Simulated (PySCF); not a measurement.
PySCF single point, PBE0/def2-SVP, density fitting, vacuum, on germanium monotelluride, GeTe (SMILES [Ge]=[Te]), charge 0, multiplicity 1.

```python
from pyscf import gto, scf, dft
mol = gto.M(atom='''
Ge     1.177552    -0.019689     0.010294
Te    -1.177552     0.019689    -0.010294
''', basis='def2-SVP', ecp={'Te': 'def2-SVP'}, charge=0, spin=0, verbose=3)
mf = dft.RKS(mol, xc='PBE0')
mf = mf.density_fit()
mf.max_cycle = 100
e = mf.kernel()
print('converged', mf.converged)
print('E_total', e)
print('nao', mol.nao)
print('HOMO', mf.mo_energy[mf.mo_occ > 0].max())
mf.dip_moment()
```

It prints:

```
converged SCF energy = -2344.54137478124
converged True
E_total -2344.5413747812354
nao 58
HOMO -0.2581977764876413
Dipole moment(X, Y, Z, Debye):  1.22200, -0.02043,  0.01068
```

The total energy is -63798.22 eV.
